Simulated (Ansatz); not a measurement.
The cell comes from COD entry 9008490, which wasn't checked; take it as a given geometry. The listed cell was then made from it by scaling, straining or moving an atom.

Cd: DFT, r2SCAN, PAW with Ansatz's default frozen-core files, scalar-relativistic (Ansatz 0.2.0).

The relaxation starts from this cell:

```
CELL_PARAMETERS angstrom
2.97887 0.00000 0.00000
-1.48944 2.57978 0.00000
0.00000 0.00000 5.61765
ATOMIC_POSITIONS crystal
Cd 0.33125 0.66787 0.25619
Cd 0.68843 0.33216 0.75939
```

Output:

```
Cd: output.efg is read without spin–orbit coupling, which moves field gradients at and beside such atoms by some per cent and up to a factor of two; PAW files take it under magnetization.noncollinear and magnetization.spin_orbit
Engine: ansatz 0.2.0
Pseudopotentials: kind: paw
Pseudopotential: Cd, paw, valence charge 20, recommended cutoff 500 eV (meta_gga)
Functional definition: r2SCAN
  parameter k0 = 0.174
  parameter k1 = 0.065
  parameter a1 = 4.9479
  exchange = r2scan_x(k0 = k0, k1 = k1, a1 = a1)
  correlation = r2scan_c
Crystal: 2 atoms, lattice volume = 43.171 Å³
Basis set: ecut = 500 eV, 1113 PW (Γ), exchange–correlation on 96×96×180 points (64 copies of the dense FFT grid, shifted against one another)
Bands: 24, of which v1, the nominal top of the filled ones, is band 20 counted from 1 (19 counted from 0)
Symmetry: 2 space group operations
Space group: P-1 (ITA 2), of the structure as read, at distance tolerance 3.5e-5 Å
k-points: 163 of 324
Non-local potential: Cd, projectors of the file, l = 0: 3, l = 1: 2, l = 2: 2, l = 3: 1
PAW form: soft (Blöchl's): semilocal exchange-correlation on the pseudo side does not see the compensation charge
PAW frozen core: Cd, regenerated for the run's functional (the file was generated under x = pbe(κ = 0.804, μ = 0.2195149727645171), c = pbe(β = 0.06672455060314922))
PAW one-centre angular grid: Cd, 590 points (default); XC on 160 Gauss nodes
Initial density: superposition of atomic densities (neutral atoms: chi_scale 0, normalization atom), corrected by the library's trained network
Initial wavefunctions: pseudopotential atomic-orbital guess
Functional: x = r2scan, c = r2scan; τ floored in thin density (d = 2e-4 eV/Å³)
SCF iter   1: F=—  HF=-16536.312698 eV  |F-HF|=—  |Δ(HF+E_count)|=         —  Δρ=6.17e-3  dr2=8.96e-3  dr2_τ=1.31e-2  ethr=1.77e-3  ⟨swp⟩=5.9  Hψ=14994  notcnv=0
preconditioner: auto → Kerker (q_TF=auto, 2.694 Å⁻¹)  [metal: Δε(μ)=0.159 eV  Ē_g=14.016 eV  σ=0.050 eV  W_gap=0.46  n_scr=22 (ndim 8)  ℏωp=27.7 eV  f_vac=0.000  D(μ)=1.28/eV (n_scr^D=4)]
SCF iter   2: F=—  HF=-16536.320131 eV  |F-HF|=—  |Δ(HF+E_count)|=   7.43e-3  Δρ=3.74e-3  dr2=3.56e-3  dr2_τ=4.77e-4  ethr=2.24e-5  ⟨swp⟩=2.1  Hψ=6354  notcnv=0
SCF iter   3: F=—  HF=-16536.320359 eV  |F-HF|=—  |Δ(HF+E_count)|=   2.28e-4  Δρ=6.17e-4  dr2=1.88e-4  dr2_τ=8.34e-6  ethr=8.91e-6  ⟨swp⟩=2.0  Hψ=6488  notcnv=0
SCF iter   4: F=—  HF=-16536.320478 eV  |F-HF|=—  |Δ(HF+E_count)|=   1.19e-4  Δρ=2.43e-4  dr2=4.10e-5  dr2_τ=4.02e-7  ethr=4.70e-7  ⟨swp⟩=3.0  Hψ=6001  notcnv=0
SCF iter   5: F=—  HF=-16536.320505 eV  |F-HF|=—  |Δ(HF+E_count)|=   2.67e-5  Δρ=1.05e-4  dr2=6.30e-6  dr2_τ=5.87e-8  ethr=1.02e-7  ⟨swp⟩=2.0  Hψ=5776  notcnv=0
SCF iter   6: F=—  HF=-16536.320511 eV  |F-HF|=—  |Δ(HF+E_count)|=   6.43e-6  Δρ=5.07e-5  dr2=9.94e-7  dr2_τ=1.99e-8  ethr=1.57e-8  ⟨swp⟩=2.0  Hψ=5793  notcnv=0
SCF iter   7: F=-16536.320513 eV  HF=-16536.320512 eV  |F-HF|=1.73e-7  |Δ(HF+E_count)|=   1.43e-6  Δρ=1.34e-5  dr2=9.11e-8  dr2_τ=1.93e-9  ethr=2.50e-10  ⟨swp⟩=2.8  Hψ=13958  notcnv=0
SCF 1 converged in 7 iterations: F = -16536.320513 eV  dr2 = 9.11e-8
  greatest PAW one-centre occupation: 1.001 electrons in one spin orbital (limit 2), on the Cd atom at site 1 (counted from 0), in its partial waves of l = 0
relax step   1: F+E_penalty+E_count = -16536.32051254 eV  Δ(F+E_penalty+E_count) = +0.000e0 eV  max|allowed force component| = 3.851e-2 eV/Å  Δτ_max = 0.0000 Å  P = +0.713 GPa  Ω = 43.171 Å³  (7 SCF iters, dr2 threshold 1.00e-7 eV, accepted)
Crystal: 2 atoms, lattice volume = 44.120 Å³
Basis set: ecut = 500 eV, 1137 PW (Γ), exchange–correlation on 96×96×180 points (64 copies of the dense FFT grid, shifted against one another)
Initial density: handed on by an earlier stage of this run
Initial wavefunctions: those handed on with the density
iter 1 solved again at ethr=8.27e-6 eV; its pass at ethr=3.10e-3 eV (dr2=3.31e-3 eV) is discarded
SCF iter   1: F=—  HF=-16536.217622 eV  |F-HF|=—  |Δ(HF+E_count)|=         —  Δρ=2.85e-3  dr2=3.39e-3  dr2_τ=1.74e-1  ethr=8.27e-6  ⟨swp⟩=1.1  Hψ=19842  notcnv=0
preconditioner: auto → Kerker (q_TF=auto, 2.684 Å⁻¹)  [metal: Δε(μ)=0.106 eV  Ē_g=13.892 eV  σ=0.050 eV  W_gap=0.45  n_scr=22 (ndim 8)  ℏωp=27.4 eV  f_vac=0.000  D(μ)=0.98/eV (n_scr^D=2)]
SCF iter   2: F=—  HF=-16536.341730 eV  |F-HF|=—  |Δ(HF+E_count)|=   1.24e-1  Δρ=1.37e-3  dr2=7.13e-4  dr2_τ=7.40e-5  ethr=8.27e-6  ⟨swp⟩=2.4  Hψ=7942  notcnv=0
SCF iter   3: F=—  HF=-16536.341836 eV  |F-HF|=—  |Δ(HF+E_count)|=   1.06e-4  Δρ=9.92e-4  dr2=3.98e-4  dr2_τ=1.30e-5  ethr=1.78e-6  ⟨swp⟩=1.1  Hψ=3978  notcnv=0
SCF iter   4: F=—  HF=-16536.341973 eV  |F-HF|=—  |Δ(HF+E_count)|=   1.37e-4  Δρ=4.42e-4  dr2=8.16e-5  dr2_τ=5.38e-6  ethr=9.95e-7  ⟨swp⟩=3.0  Hψ=5926  notcnv=0
SCF iter   5: F=—  HF=-16536.342041 eV  |F-HF|=—  |Δ(HF+E_count)|=   6.75e-5  Δρ=1.91e-4  dr2=1.60e-5  dr2_τ=3.23e-7  ethr=2.04e-7  ⟨swp⟩=2.0  Hψ=5994  notcnv=0
SCF iter   6: F=—  HF=-16536.342042 eV  |F-HF|=—  |Δ(HF+E_count)|=   9.24e-7  Δρ=1.19e-4  dr2=6.15e-6  dr2_τ=1.02e-7  ethr=3.99e-8  ⟨swp⟩=1.9  Hψ=4170  notcnv=0
SCF iter   7: F=—  HF=-16536.342042 eV  |F-HF|=—  |Δ(HF+E_count)|=   3.24e-7  Δρ=5.88e-5  dr2=1.70e-6  dr2_τ=1.93e-8  ethr=1.54e-8  ⟨swp⟩=2.0  Hψ=4139  notcnv=0
SCF iter   8: F=—  HF=-16536.342042 eV  |F-HF|=—  |Δ(HF+E_count)|=   1.24e-7  Δρ=2.54e-5  dr2=3.80e-7  dr2_τ=4.01e-9  ethr=4.25e-9  ⟨swp⟩=2.0  Hψ=4237  notcnv=0
SCF iter   9: F=-16536.342042 eV  HF=-16536.342042 eV  |F-HF|=3.33e-8  |Δ(HF+E_count)|=   1.99e-8  Δρ=1.27e-5  dr2=9.29e-8  dr2_τ=6.21e-10  ethr=5.00e-10  ⟨swp⟩=4.0  Hψ=11478  notcnv=0
SCF 2 converged in 9 iterations: F = -16536.342042 eV  dr2 = 9.29e-8
relax step   2: F+E_penalty+E_count = -16536.34204203 eV  Δ(F+E_penalty+E_count) = -2.153e-2 eV  max|allowed force component| = 6.698e-3 eV/Å  Δτ_max = 0.0205 Å  P = -0.146 GPa  Ω = 44.120 Å³  energy of the carried Pulay correction = -6.118e-4 eV  (9 SCF iters, dr2 threshold 2.00e-7 eV, accepted)
Crystal: 2 atoms, lattice volume = 44.451 Å³
Basis set: ecut = 500 eV, 1125 PW (Γ), exchange–correlation on 96×96×180 points (64 copies of the dense FFT grid, shifted against one another)
iter 1 solved again at ethr=1.02e-5 eV; its pass at ethr=3.10e-3 eV (dr2=4.08e-3 eV) is discarded
SCF iter   1: F=—  HF=-16536.259811 eV  |F-HF|=—  |Δ(HF+E_count)|=         —  Δρ=2.60e-3  dr2=4.33e-3  dr2_τ=1.15e-1  ethr=1.02e-5  ⟨swp⟩=1.9  Hψ=20998  notcnv=0
preconditioner: auto → none  [insulator: Δε(μ)=0.369 eV  Ē_g=13.924 eV  σ=0.050 eV  W_gap=0.67  n_scr=10 (ndim 8)  ℏωp=27.3 eV  f_vac=0.000  D(μ)=0.64/eV (n_scr^D=2)  ε∞_Penn≈4.8]
SCF iter   2: F=—  HF=-16536.368157 eV  |F-HF|=—  |Δ(HF+E_count)|=   1.08e-1  Δρ=1.17e-3  dr2=6.07e-4  dr2_τ=3.33e-5  ethr=1.02e-5  ⟨swp⟩=2.4  Hψ=7941  notcnv=0
SCF iter   3: F=—  HF=-16536.368079 eV  |F-HF|=—  |Δ(HF+E_count)|=   7.82e-5  Δρ=5.23e-4  dr2=8.54e-5  dr2_τ=7.84e-6  ethr=1.52e-6  ⟨swp⟩=2.0  Hψ=5811  notcnv=0
SCF iter   4: F=—  HF=-16536.368124 eV  |F-HF|=—  |Δ(HF+E_count)|=   4.49e-5  Δρ=2.99e-4  dr2=4.36e-5  dr2_τ=2.70e-6  ethr=2.13e-7  ⟨swp⟩=2.0  Hψ=5883  notcnv=0
SCF iter   5: F=—  HF=-16536.368141 eV  |F-HF|=—  |Δ(HF+E_count)|=   1.74e-5  Δρ=1.12e-4  dr2=6.25e-6  dr2_τ=4.55e-7  ethr=1.09e-7  ⟨swp⟩=2.0  Hψ=5885  notcnv=0
[...]
Initial wavefunctions: pseudopotential atomic-orbital guess (no wavefunctions were taken with the density)
iter 1 solved again at ethr=1.05e-8 eV; its pass at ethr=3.10e-3 eV (dr2=4.20e-6 eV) is discarded
SCF iter   1: F=—  HF=-16536.372166 eV  |F-HF|=—  |Δ(HF+E_count)|=         —  Δρ=2.28e-4  dr2=3.16e-6  dr2_τ=4.90e-5  ethr=1.05e-8  ⟨swp⟩=3.0  Hψ=25658  notcnv=0
preconditioner: auto → Kerker (q_TF=auto, 2.674 Å⁻¹)  [metal: Δε(μ)=0.012 eV  Ē_g=13.862 eV  σ=0.050 eV  W_gap=0.06  n_scr=14 (ndim 8)  ℏωp=27.1 eV  f_vac=0.000  D(μ)=0.47/eV (n_scr^D=2)]
SCF iter   2: F=—  HF=-16536.372183 eV  |F-HF|=—  |Δ(HF+E_count)|=   1.74e-5  Δρ=1.20e-4  dr2=8.75e-7  dr2_τ=1.06e-6  ethr=7.89e-9  ⟨swp⟩=2.1  Hψ=6051  notcnv=0
SCF iter   3: F=—  HF=-16536.372186 eV  |F-HF|=—  |Δ(HF+E_count)|=   2.97e-6  Δρ=1.23e-5  dr2=1.00e-8  dr2_τ=1.72e-8  ethr=2.19e-9  ⟨swp⟩=2.7  Hψ=6959  notcnv=0
SCF iter   4: F=—  HF=-16536.372186 eV  |F-HF|=—  |Δ(HF+E_count)|=   5.93e-8  Δρ=1.89e-6  dr2=4.70e-10  dr2_τ=1.79e-10  ethr=2.51e-11  ⟨swp⟩=2.0  Hψ=7197  notcnv=0
SCF iter   5: F=—  HF=-16536.372186 eV  |F-HF|=—  |Δ(HF+E_count)|=   1.91e-9  Δρ=2.96e-7  dr2=5.30e-11  dr2_τ=1.88e-12  ethr=1.17e-12  ⟨swp⟩=2.0  Hψ=6595  notcnv=0
SCF iter   6: F=-16536.372186 eV  HF=-16536.372186 eV  |F-HF|=1.09e-11  |Δ(HF+E_count)|=  8.37e-11  Δρ=1.31e-7  dr2=1.14e-11  dr2_τ=6.66e-13  ethr=1.00e-12  ⟨swp⟩=5.3  Hψ=16381  notcnv=0
SCF 14 converged in 6 iterations: F = -16536.372186 eV  dr2 = 1.14e-11
relax step  14: F+E_penalty+E_count = -16536.37218623 eV  Δ(F+E_penalty+E_count) = -1.982e-3 eV  max|allowed force component| = 7.901e-4 eV/Å  Δτ_max = 0.0000 Å  P = +0.017 GPa  Ω = 45.103 Å³  stress off target by 6.01e-2 GPa  SCF on the basis re-selected at this cell (its energy is not comparable with the rows above)  (6 SCF iters)
basis re-selected at this cell: Δ(F+E_penalty+E_count) = -1.982e-3 eV, ΔP = +0.022 GPa vs the last step (what re-selecting the basis moved, of the pressure what is left beyond the Pulay correction that the steps carried, after the strain that the cell walked since its last selection, with what the two solves' SCF thresholds leave and, on support functions, any second-order correction that the steps lacked; it is no measure of the basis error at this ecutwfc). This SCF's stress stands 6.01e-2 GPa from its target on what of the cell is left free (relax.cell.stress_tol is 5.00e-2 GPa) and its largest allowed force component is 7.90e-4 eV/Å (relax.f_tol is 1.00e-2 eV/Å): not within both, so this SCF does not close the relaxation
Crystal: 2 atoms, lattice volume = 45.137 Å³
iter 1 solved again at ethr=1.46e-7 eV; its pass at ethr=3.10e-3 eV (dr2=5.86e-5 eV) is discarded
SCF iter   1: F=—  HF=-16536.367070 eV  |F-HF|=—  |Δ(HF+E_count)|=         —  Δρ=4.79e-4  dr2=6.13e-5  dr2_τ=8.42e-3  ethr=1.46e-7  ⟨swp⟩=2.5  Hψ=19479  notcnv=0
preconditioner: auto → Kerker (q_TF=auto, 2.674 Å⁻¹)  [metal: Δε(μ)=0.011 eV  Ē_g=13.858 eV  σ=0.050 eV  W_gap=0.05  n_scr=14 (ndim 8)  ℏωp=27.1 eV  f_vac=0.000  D(μ)=0.44/eV (n_scr^D=2)]
SCF iter   2: F=—  HF=-16536.372145 eV  |F-HF|=—  |Δ(HF+E_count)|=   5.07e-3  Δρ=2.85e-4  dr2=3.09e-5  dr2_τ=3.46e-6  ethr=1.46e-7  ⟨swp⟩=3.0  Hψ=7806  notcnv=0
SCF iter   3: F=—  HF=-16536.372151 eV  |F-HF|=—  |Δ(HF+E_count)|=   6.11e-6  Δρ=2.36e-4  dr2=2.13e-5  dr2_τ=8.64e-7  ethr=7.74e-8  ⟨swp⟩=1.0  Hψ=3912  notcnv=0
SCF iter   4: F=—  HF=-16536.372156 eV  |F-HF|=—  |Δ(HF+E_count)|=   5.09e-6  Δρ=2.18e-4  dr2=1.51e-5  dr2_τ=1.06e-6  ethr=5.33e-8  ⟨swp⟩=1.0  Hψ=3912  notcnv=0
SCF iter   5: F=—  HF=-16536.372167 eV  |F-HF|=—  |Δ(HF+E_count)|=   1.07e-5  Δρ=1.04e-4  dr2=4.00e-6  dr2_τ=2.80e-7  ethr=3.77e-8  ⟨swp⟩=2.2  Hψ=7181  notcnv=0
SCF iter   6: F=—  HF=-16536.372159 eV  |F-HF|=—  |Δ(HF+E_count)|=   7.41e-6  Δρ=1.09e-4  dr2=5.12e-6  dr2_τ=6.38e-8  ethr=9.99e-9  ⟨swp⟩=1.0  Hψ=3912  notcnv=0
SCF iter   7: F=—  HF=-16536.372162 eV  |F-HF|=—  |Δ(HF+E_count)|=   2.31e-6  Δρ=5.61e-5  dr2=1.45e-6  dr2_τ=1.36e-8  ethr=9.99e-9  ⟨swp⟩=2.0  Hψ=7183  notcnv=0
SCF iter   8: F=—  HF=-16536.372161 eV  |F-HF|=—  |Δ(HF+E_count)|=   1.96e-7  Δρ=7.13e-5  dr2=2.35e-6  dr2_τ=1.70e-8  ethr=3.62e-9  ⟨swp⟩=1.0  Hψ=3912  notcnv=0
SCF iter   9: F=—  HF=-16536.372161 eV  |F-HF|=—  |Δ(HF+E_count)|=   7.28e-9  Δρ=6.34e-5  dr2=1.92e-6  dr2_τ=1.29e-8  ethr=3.62e-9  ⟨swp⟩=1.0  Hψ=3912  notcnv=0
SCF iter  10: F=—  HF=-16536.372162 eV  |F-HF|=—  |Δ(HF+E_count)|=   1.71e-7  Δρ=4.02e-6  dr2=1.10e-8  dr2_τ=8.81e-10  ethr=3.62e-9  ⟨swp⟩=2.0  Hψ=5870  notcnv=0
SCF iter  11: F=-16536.372162 eV  HF=-16536.372162 eV  |F-HF|=4.37e-11  |Δ(HF+E_count)|=   1.33e-9  Δρ=1.05e-6  dr2=9.64e-10  dr2_τ=2.24e-11  ethr=2.25e-11  ⟨swp⟩=3.9  Hψ=12064  notcnv=0
SCF 15 converged in 11 iterations: F = -16536.372162 eV  dr2 = 9.64e-10
relax step  15: F+E_penalty+E_count = -16536.37216165 eV  Δ(F+E_penalty+E_count) = +2.458e-5 eV  max|allowed force component| = 2.931e-3 eV/Å  Δτ_max = 0.0055 Å  P = -0.014 GPa  Ω = 45.137 Å³  energy of the carried Pulay correction = -1.972e-5 eV  (11 SCF iters, dr2 threshold 9.02e-9 eV, rejected (line search))
Crystal: 2 atoms, lattice volume = 45.121 Å³
iter 1 solved again at ethr=8.98e-8 eV; its pass at ethr=3.10e-3 eV (dr2=3.59e-5 eV) is discarded
SCF iter   1: F=—  HF=-16536.369750 eV  |F-HF|=—  |Δ(HF+E_count)|=         —  Δρ=3.35e-4  dr2=3.84e-5  dr2_τ=4.09e-3  ethr=8.98e-8  ⟨swp⟩=2.5  Hψ=19160  notcnv=0
preconditioner: auto → Kerker (q_TF=auto, 2.674 Å⁻¹)  [metal: Δε(μ)=0.018 eV  Ē_g=13.859 eV  σ=0.050 eV  W_gap=0.09  n_scr=14 (ndim 8)  ℏωp=27.1 eV  f_vac=0.000  D(μ)=0.45/eV (n_scr^D=2)]
SCF iter   2: F=—  HF=-16536.372187 eV  |F-HF|=—  |Δ(HF+E_count)|=   2.44e-3  Δρ=1.90e-4  dr2=1.48e-5  dr2_τ=1.66e-6  ethr=8.98e-8  ⟨swp⟩=3.0  Hψ=7473  notcnv=0
SCF iter   3: F=—  HF=-16536.372182 eV  |F-HF|=—  |Δ(HF+E_count)|=   5.44e-6  Δρ=1.56e-4  dr2=9.85e-6  dr2_τ=3.84e-7  ethr=3.71e-8  ⟨swp⟩=1.0  Hψ=3912  notcnv=0
SCF iter   4: F=—  HF=-16536.372187 eV  |F-HF|=—  |Δ(HF+E_count)|=   4.73e-6  Δρ=9.88e-5  dr2=3.16e-6  dr2_τ=2.34e-7  ethr=2.46e-8  ⟨swp⟩=1.0  Hψ=3915  notcnv=0
SCF iter   5: F=—  HF=-16536.372189 eV  |F-HF|=—  |Δ(HF+E_count)|=   1.98e-6  Δρ=5.33e-5  dr2=1.18e-6  dr2_τ=1.30e-8  ethr=7.89e-9  ⟨swp⟩=2.0  Hψ=6533  notcnv=0
SCF iter   6: F=—  HF=-16536.372189 eV  |F-HF|=—  |Δ(HF+E_count)|=   9.47e-8  Δρ=3.65e-5  dr2=5.85e-7  dr2_τ=8.77e-9  ethr=2.96e-9  ⟨swp⟩=1.0  Hψ=3917  notcnv=0
SCF iter   7: F=—  HF=-16536.372189 eV  |F-HF|=—  |Δ(HF+E_count)|=   1.40e-8  Δρ=1.77e-5  dr2=1.61e-7  dr2_τ=1.34e-9  ethr=1.46e-9  ⟨swp⟩=1.1  Hψ=3926  notcnv=0
SCF iter   8: F=—  HF=-16536.372189 eV  |F-HF|=—  |Δ(HF+E_count)|=   1.16e-9  Δρ=1.17e-5  dr2=7.88e-8  dr2_τ=5.13e-10  ethr=4.02e-10  ⟨swp⟩=1.0  Hψ=3912  notcnv=0
SCF iter   9: F=—  HF=-16536.372189 eV  |F-HF|=—  |Δ(HF+E_count)|=  6.29e-10  Δρ=8.70e-6  dr2=4.42e-8  dr2_τ=2.90e-10  ethr=1.97e-10  ⟨swp⟩=1.0  Hψ=3912  notcnv=0
SCF iter  10: F=—  HF=-16536.372189 eV  |F-HF|=—  |Δ(HF+E_count)|=   1.19e-9  Δρ=3.43e-7  dr2=8.89e-11  dr2_τ=5.31e-12  ethr=1.10e-10  ⟨swp⟩=2.0  Hψ=5820  notcnv=0
SCF iter  11: F=-16536.372189 eV  HF=-16536.372189 eV  |F-HF|=1.46e-11  |Δ(HF+E_count)|=  4.00e-11  Δρ=1.72e-7  dr2=1.27e-11  dr2_τ=9.72e-13  ethr=1.00e-12  ⟨swp⟩=3.5  Hψ=17338  notcnv=0
SCF 16 converged in 11 iterations: F = -16536.372189 eV  dr2 = 1.27e-11
relax step  16: F+E_penalty+E_count = -16536.37218854 eV  Δ(F+E_penalty+E_count) = -2.313e-6 eV  max|allowed force component| = 8.347e-4 eV/Å  Δτ_max = 0.0018 Å  P = -0.002 GPa  Ω = 45.121 Å³  energy of the carried Pulay correction = -1.056e-5 eV  (11 SCF iters, accepted)
iter 1 solved again at ethr=2.41e-9 eV; its pass at ethr=3.10e-3 eV (dr2=9.64e-7 eV) is discarded
SCF iter   1: F=—  HF=-16536.372197 eV  |F-HF|=—  |Δ(HF+E_count)|=         —  Δρ=2.01e-6  dr2=1.85e-10  dr2_τ=5.09e-9  ethr=2.41e-9  ⟨swp⟩=3.5  Hψ=25982  notcnv=0
preconditioner: auto → Kerker (q_TF=auto, 2.674 Å⁻¹)  [metal: Δε(μ)=0.014 eV  Ē_g=13.859 eV  σ=0.050 eV  W_gap=0.07  n_scr=14 (ndim 8)  ℏωp=27.1 eV  f_vac=0.000  D(μ)=0.46/eV (n_scr^D=2)]
SCF iter   2: F=—  HF=-16536.372197 eV  |F-HF|=—  |Δ(HF+E_count)|=   1.04e-7  Δρ=1.06e-6  dr2=5.54e-11  dr2_τ=1.04e-10  ethr=1.00e-12  ⟨swp⟩=2.0  Hψ=7197  notcnv=0
SCF iter   3: F=-16536.372197 eV  HF=-16536.372197 eV  |F-HF|=1.09e-11  |Δ(HF+E_count)|=   1.47e-9  Δρ=1.23e-7  dr2=4.77e-12  dr2_τ=7.55e-13  ethr=1.00e-12  ⟨swp⟩=5.2  Hψ=16144  notcnv=0
SCF 17 converged in 3 iterations: F = -16536.372197 eV  dr2 = 4.77e-12
relax step  17: F+E_penalty+E_count = -16536.37219720 eV  Δ(F+E_penalty+E_count) = -8.660e-6 eV  max|allowed force component| = 8.332e-4 eV/Å  Δτ_max = 0.0000 Å  P = -0.002 GPa  Ω = 45.121 Å³  stress off target by 7.22e-3 GPa  SCF on the basis re-selected at this cell (its energy is not comparable with the rows above)  (3 SCF iters)
basis re-selected at this cell: Δ(F+E_penalty+E_count) = -8.660e-6 eV, ΔP = +0.000 GPa vs the last step (what re-selecting the basis moved, of the pressure what is left beyond the Pulay correction that the steps carried, after the strain that the cell walked since its last selection, with what the two solves' SCF thresholds leave and, on support functions, any second-order correction that the steps lacked; it is no measure of the basis error at this ecutwfc). This SCF's stress stands 7.22e-3 GPa from its target on what of the cell is left free (relax.cell.stress_tol is 5.00e-2 GPa) and its largest allowed force component is 8.33e-4 eV/Å (relax.f_tol is 1.00e-2 eV/Å): within both
SCF converged after 3 iterations
Free energy (F): -16536.372197 eV
Harris-Foulkes:  -16536.372197 eV  (|F-HF|=1.09e-11)
Internal energy: -16536.368625 eV  (E = F + TS)
E sigma→0 (E₀):  -16536.370411 eV
Entropy (-TS):   -0.003572 eV (-1.786 meV/atom)
Fermi energy:    14.002529 eV
--- Per-component energies (eV) ---
  E_band       = -869.138552
  E_kinetic    = 1010.715079
  E_local      = -6108.170035  (includes V_loc(G=0)·N_el)
  E_nonlocal   = 65.289289
  E_hartree    = 2869.213302
  E_xc         = -337.803635
  E_vxc        = -494.166933  (∫ρ·V_xc dr)
  E_paw        = -8208.442369  (= ΣΔE_a)
  E_vpaw       = -1116.476110  (= ΣTr[D̂ρ^β])
  E_aug_tail   = 0.000012  (compensation charges beyond the density's cutoff)
  E_vtau       = 35.243713  (kinetic-family band-sum trace: ∫τ·v_τ [+ j·A + Jᵃ·Aᵃ] dr)
  E_ewald      = -5826.040728
  E_core_change = -1.129541  (= ΣΔE_core)
  E_smearing   = -0.003572  (= −TS)
  E_closure    = 0.000000  (closes the sum)
  Σ components = -16536.372197   (vs F -16536.372197, Δ=0.00e0)
--- Forces (eV/Å), atoms counted from 1 ---
  atom   1  Cd     0.00015518    -0.00011224    -0.00083315
  atom   2  Cd    -0.00015518     0.00011224     0.00083315
  max |Σ_I F_I| component: 0.00e0 eV/Å
--- Stress (GPa, compression-positive) ---
       -0.002215      -0.001824       0.002668
       -0.001824      -0.003800      -0.004978
        0.002668      -0.004978       0.000017
  P = ⅓ Tr σ = -0.0020 GPa (-0.020 kbar)
--- PAW observables at the nuclei: V_zz in 10²¹ V/m², potentials from the cell's mean, atoms counted from 1 ---
  atom   1  Cd V_zz =   +12.074464   η = 0.0042   by run symmetry: allowed
            electrostatic potential = -7709.301189 V   contact ρ = 1035266.148782 e/Å³
  atom   2  Cd V_zz =   +12.074464   η = 0.0042   by run symmetry: allowed
            electrostatic potential = -7709.301189 V   contact ρ = 1035266.148782 e/Å³
--- Relaxed structure (15 steps of the walk, 13 accepted, 2 SCFs on fresh bases) ---
  F+E_penalty+E_count = -16536.37219720 eV   max|allowed force component| = 8.332e-4 eV/Å   (the final SCF, on the basis selected at the relaxed cell)
  cell:  # Å, volume = 45.1210 Å³
    - [2.9305202390123855, -0.002364939603731483, 0.03790541408331813]
    - [-1.4673082172814629, 2.534080099358586, -0.03159856384519634]
    - [0.07148326359497129, -0.02753726189022004, 6.079840420971195]
  atoms:
    - { symbol: Cd, position: [0.34288907475877806, 0.6675896909202335, 0.25782172924886293] }
    - { symbol: Cd, position: [0.6767983852412219, 0.3324441390797664, 0.7577608707511366] }
```
